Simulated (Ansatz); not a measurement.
**How the functional moves the response of LuCd (Pm-3m) (LDA, PBEsol)**

```
Lu Cd
1.0
     3.55608    0.00000    0.00000
     0.00000    3.55608    0.00000
     0.00000    0.00000    3.55608
Lu Cd
1 1
Direct
  0.50000 0.50000 0.50000
  0.00000 0.00000 0.00000
```

This cell (22.48 Å³ an atom) was relaxed by PAW under LDA, and each functional gets its own cell relaxed so. Quantity: harmonic phonons by finite displacements (negative means unstable), on a 2×2×2 q mesh. The structure is a database entry and needn't be the stable phase.

Runs: (1) LDA, all-electron LAPW in Ansatz 0.2.0, scalar-relativistic; k mesh 10×10×10, Fermi-Dirac smearing of 0.100 eV, basis error target 1 meV/atom. (2) PBEsol, all-electron LAPW in Ansatz 0.2.0, scalar-relativistic; k mesh 10×10×10, Fermi-Dirac smearing of 0.100 eV, basis error target 1 meV/atom.

Under LDA: highest mode = 137 cm⁻¹, lowest at X = 82.1 cm⁻¹, lowest at M = 28.9 cm⁻¹, lowest at R = 89.6 cm⁻¹, highest at Γ = 120 cm⁻¹.

Which way does PBEsol move the volume, and by how much?

a = 3.609 Å, 23.50 Å³ an atom: 4.5 % larger.

What does PBEsol give for these quantities?

| quantity | LDA | PBEsol | change |
| --- | --- | --- | --- |
| highest mode | 137 cm⁻¹ | 133 cm⁻¹ | -3 % |
| lowest at X | 82.1 cm⁻¹ | 80.4 cm⁻¹ | -2 % |
| lowest at M | 28.9 cm⁻¹ | 33.7 cm⁻¹ | +17 % |
| lowest at R | 89.6 cm⁻¹ | 88.3 cm⁻¹ | -1 % |
| highest at Γ | 120 cm⁻¹ | 116 cm⁻¹ | -3 % |

Keep in mind: responses of metals move with mesh and smearing.
